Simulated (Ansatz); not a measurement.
RbLuO$_{2}$, DFT, PBEsol, all-electron LAPW, scalar-relativistic (Ansatz 0.2.0), run on 1 thread of Arm Neoverse V1 on a shared host.

The cell is COD entry 1528053, as deposited and not checked against the literature; nothing was relaxed. The listed cell was then made from it by scaling, straining or moving an atom.

Command: `ansatz run input.yaml --threads 1 --pin off --max-ram 4096MiB --backend cpu --events-out ev --progress --plain --runs-dir out`

```yaml
crystal:
  lattice:
    - [1.7223717821, 0.994411812, 6.4673308172]
    - [-1.7223717821, 0.994411812, 6.4673308172]
    - [0.0, -1.9888236241, 6.4673308172]
  atoms:
    - { symbol: Rb, position: [0.0, 0.0, 0.0] }
    - { symbol: Lu, position: [0.5, 0.5, 0.5] }
    - { symbol: O, position: [0.223, 0.223, 0.223] }
    - { symbol: O, position: [0.777, 0.777, 0.777] }
kpoints:
  mp_grid: { grid: [10, 10, 10] }
  band_path:
    path:
      - [0.0, 0.0, 0.0]
      - [0.5, 0.5, 0.5]
      - [0.817572066, 0.182427934, 0.5]
      - [0.5, -0.182427934, 0.182427934]
      - [0.5, 0.0, 0.0]
      - [0.0, 0.0, 0.0]
      - [0.341213967, -0.341213967, 0.0]
      - [0.658786033, 0.0, 0.341213967]
      - [0.5, 0.0, 0.5]
    npoints: 5
scf:
  occupations: { method: fermi_dirac, width: 0.03 }
hamiltonian:
  xc: pbesol
  pseudopotentials: { kind: all_electron, lapw: { basis_error: 0.001 } }
output:
  forces: true
  stress: true
  eigenvalues: true
```

Q: How large is the problem that the program sets up?

A: 116 irreducible k-points, 997 plane waves at Γ, 51 bands.

Q: About how long does it take, and how much memory does it use?

A: 3 min of wall time for 11 SCF iterations, with a peak of 1.3 GiB. Times on shared machines scatter by tens of per cent.
